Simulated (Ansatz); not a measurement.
Relaxation of a generated cell, TaN placed in the CoSn structure type; 6 atoms in the cell, which starts as P6/mmm (No. 191), hP6; a = b = 5.555 Å, c = 4.482 Å, α = β = 90.00°, γ = 120.00°. Level of theory: PBEsol (plane waves to 420 eV, PAW, scalar-relativistic; Ansatz, a quantum-chemistry and plane-wave program). Γ-centred k-mesh 5×5×5 on the run's cell (coarser than for final values), Fermi–Dirac smearing 0.05 eV. This is the first round of the run. 

The optimiser's lines from the output (shortened; P is positive under compression):

```
relax step   1: F+E_penalty+E_count = -30546.81781229 eV  Δ(F+E_penalty+E_count) = +0.000e0 eV  max|allowed force component| = 1.793e-17 eV/Å  Δτ_max = 0.0000 Å  P = -35.795 GPa  Ω = 119.773 Å³  (9 SCF iters, dr2 threshold 1.00e-7 eV, accepted)
relax step   2: F+E_penalty+E_count = -30549.74145842 eV  Δ(F+E_penalty+E_count) = -2.924e0 eV  max|allowed force component| = 2.891e-17 eV/Å  Δτ_max = 0.0000 Å  P = -35.619 GPa  Ω = 108.643 Å³  (7 SCF iters, dr2 threshold 6.00e-7 eV, accepted)
relax step   3: F+E_penalty+E_count = -30552.39449567 eV  Δ(F+E_penalty+E_count) = -2.653e0 eV  max|allowed force component| = 2.621e-17 eV/Å  Δτ_max = 0.0000 Å  P = -33.348 GPa  Ω = 99.165 Å³  (7 SCF iters, dr2 threshold 6.00e-7 eV, accepted)
relax step   4: F+E_penalty+E_count = -30554.65475961 eV  Δ(F+E_penalty+E_count) = -2.260e0 eV  max|allowed force component| = 4.086e-17 eV/Å  Δτ_max = 0.0000 Å  P = -28.768 GPa  Ω = 91.218 Å³  (7 SCF iters, dr2 threshold 6.00e-7 eV, accepted)
relax step   5: F+E_penalty+E_count = -30556.41535503 eV  Δ(F+E_penalty+E_count) = -1.761e0 eV  max|allowed force component| = 8.288e-18 eV/Å  Δτ_max = 0.0000 Å  P = -20.398 GPa  Ω = 84.074 Å³  (7 SCF iters, dr2 threshold 6.00e-7 eV, accepted)
relax step   6: F+E_penalty+E_count = -30557.42279445 eV  Δ(F+E_penalty+E_count) = -1.007e0 eV  max|allowed force component| = 5.686e-18 eV/Å  Δτ_max = 0.0000 Å  P = -7.516 GPa  Ω = 77.885 Å³  (7 SCF iters, dr2 threshold 6.00e-7 eV, accepted)
relax step   7: F+E_penalty+E_count = -30557.56628946 eV  Δ(F+E_penalty+E_count) = -1.435e-1 eV  max|allowed force component| = 3.238e-17 eV/Å  Δτ_max = 0.0000 Å  P = +0.304 GPa  Ω = 75.275 Å³  (6 SCF iters, dr2 threshold 6.00e-7 eV, accepted)
relax step   8: F+E_penalty+E_count = -30557.60463728 eV  Δ(F+E_penalty+E_count) = -3.835e-2 eV  max|allowed force component| = 1.041e-17 eV/Å  Δτ_max = 0.0000 Å  P = -0.225 GPa  Ω = 75.315 Å³  (6 SCF iters, dr2 threshold 6.00e-7 eV, accepted)
relax step   9: F+E_penalty+E_count = -30557.62967181 eV  Δ(F+E_penalty+E_count) = -2.503e-2 eV  max|allowed force component| = 5.551e-17 eV/Å  Δτ_max = 0.0000 Å  P = +4.405 GPa  Ω = 74.113 Å³  (7 SCF iters, dr2 threshold 6.00e-7 eV, accepted)
relax step  10: F+E_penalty+E_count = -30557.65360816 eV  Δ(F+E_penalty+E_count) = -2.394e-2 eV  max|allowed force component| = 2.274e-17 eV/Å  Δτ_max = 0.0000 Å  P = -1.482 GPa  Ω = 75.563 Å³  (7 SCF iters, dr2 threshold 6.00e-7 eV, accepted)
relax step  11: F+E_penalty+E_count = -30557.66804015 eV  Δ(F+E_penalty+E_count) = -1.443e-2 eV  max|allowed force component| = 6.939e-18 eV/Å  Δτ_max = 0.0000 Å  P = +0.231 GPa  Ω = 75.132 Å³  (6 SCF iters, dr2 threshold 6.00e-7 eV, accepted)
relax step  12: F+E_penalty+E_count = -30557.66824678 eV  Δ(F+E_penalty+E_count) = -2.066e-4 eV  max|allowed force component| = 1.831e-17 eV/Å  Δτ_max = 0.0000 Å  P = +0.096 GPa  Ω = 75.158 Å³  (6 SCF iters, dr2 threshold 6.00e-7 eV, accepted)
relax step  13: F+E_penalty+E_count = -30557.66822526 eV  Δ(F+E_penalty+E_count) = +2.151e-5 eV  max|allowed force component| = 2.968e-17 eV/Å  Δτ_max = 0.0000 Å  P = +0.021 GPa  Ω = 75.181 Å³  (6 SCF iters, dr2 threshold 3.33e-8 eV, accepted)
relax step  14: F+E_penalty+E_count = -30557.66821684 eV  Δ(F+E_penalty+E_count) = +8.420e-6 eV  max|allowed force component| = 8.866e-18 eV/Å  Δτ_max = 0.0000 Å  P = +0.000 GPa  Ω = 75.187 Å³  (6 SCF iters, dr2 threshold 1.26e-9 eV, accepted)
relax step  15: F+E_penalty+E_count = -30557.65799479 eV  Δ(F+E_penalty+E_count) = +1.022e-2 eV  max|allowed force component| = 1.658e-17 eV/Å  Δτ_max = 0.0000 Å  P = -0.201 GPa  Ω = 75.187 Å³  stress off target by 2.02e-1 GPa  SCF on the basis re-selected at this cell (its energy is not comparable with the rows above)  (7 SCF iters)
relax step  16: F+E_penalty+E_count = -30557.65812179 eV  Δ(F+E_penalty+E_count) = -1.270e-4 eV  max|allowed force component| = 2.698e-17 eV/Å  Δτ_max = 0.0000 Å  P = +0.002 GPa  Ω = 75.129 Å³  (6 SCF iters, dr2 threshold 1.02e-7 eV, accepted)
relax step  17: F+E_penalty+E_count = -30557.65808452 eV  Δ(F+E_penalty+E_count) = +3.727e-5 eV  max|allowed force component| = 2.467e-17 eV/Å  Δτ_max = 0.0000 Å  P = +0.000 GPa  Ω = 75.129 Å³  stress off target by 7.91e-4 GPa  SCF on the basis re-selected at this cell (its energy is not comparable with the rows above)  (8 SCF iters)
```

From the first to the last row the energy changes by -1.81 eV/atom and the volume by -37.3 %. The last row is marked as not comparable with the walk above it, whose basis was carried along; it does compare with step 1, since both stand on a basis selected at the nominal cutoff for their own cell.

Later rounds, restarted from the end of this one on a renewed k-mesh, logged 13 more steps. The final structure after all rounds: P6/mmm (No. 191), hP6; a = b = 5.289 Å, c = 3.105 Å, α = β = 90.00°, γ = 120.00°. Between re-selections the logged energies stand on a plane-wave basis carried along with the cell. No spin polarisation in the result.

The run could not lose the symmetry of its start.

All atoms sit on sites fixed by symmetry, so only the cell could relax.

The first start was generated by placing the elements on the sites of a structure type. A measured structure of TaN has the same space group, P6/mmm (No. 191); the sites were not compared with it. Another known form has space group No. 225.
